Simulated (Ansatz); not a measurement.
BN (h-BN type, space group P6_3/mmc)

```xyz
4
Lattice="2.5058 0.0000 0.0000 -1.2529 2.1701 0.0000 0.0000 0.0000 6.6162" Properties=species:S:1:pos:R:3 pbc="T T T"
B      0.0000     1.4467     1.6541
B      1.2529     0.7234     4.9622
N      0.0000     1.4467     4.9622
N      1.2529     0.7234     1.6541
```

E(V) scan at fixed shape, V₀ the volume above. Symmetry pins the atoms to their sites.

Calculation: PBE-D3(BJ) (plane waves to 420 eV, PAW, scalar-relativistic; Ansatz, a first-principles code). k mesh 15×15×5 (Γ-centred), Fermi-Dirac smearing 0.05 eV. The energy includes the smearing's −TS. Stress and pressure are positive under compression. With the shape held, the modulus is that of even scaling; a crystal free to change shape is softer. BN was relaxed with its symmetry unable to fall. The PAW data are Ansatz's earlier set. The zero of ΔE is the relaxed starting cell.

```json
[
 {"V (Å³/atom)": "8.095", "ΔE (meV/atom)": "80.2"},
 {"V (Å³/atom)": "8.320", "ΔE (meV/atom)": "43.2"},
 {"V (Å³/atom)": "8.545", "ΔE (meV/atom)": "18.4"},
 {"V (Å³/atom)": "8.770", "ΔE (meV/atom)": "4.4"},
 {"V (Å³/atom)": "8.994", "ΔE (meV/atom)": "0.0"},
 {"V (Å³/atom)": "9.219", "ΔE (meV/atom)": "withheld"},
 {"V (Å³/atom)": "9.444", "ΔE (meV/atom)": "15.8"},
 {"V (Å³/atom)": "9.669", "ΔE (meV/atom)": "34.2"},
 {"V (Å³/atom)": "9.894", "ΔE (meV/atom)": "58.7"}
]
```

### Question
Fit a third-order Birch-Murnaghan form (E₀, V₀, B₀, B₀′ free) to the given rows and predict ΔE at V = 9.219.

### Answer
Least squares on the 8 given rows: ΔE = E₀ + (9V₀B₀/16)·y²·[2 + (B₀′ − 4)y], y = (V₀/V)^(2/3) − 1, with V₀ = 8.994 Å³/atom, B₀ = 242.7 GPa (160.2 GPa = 1 eV/Å³; the term in eV is multiplied by 1000), B₀′ = 3.69, E₀ = 0.00 meV/atom; root-mean-square residual 0.02 meV/atom. At 9.219 the fit gives 4.1 meV/atom; the calculation gives 4.1 meV/atom, the same to the digits shown. For the pressure the fit gives -5.7 GPa against the computed -5.7 GPa.

(A scan under strain: stresses follow from slopes of the energy per volume, elastic moduli from its curvatures.)
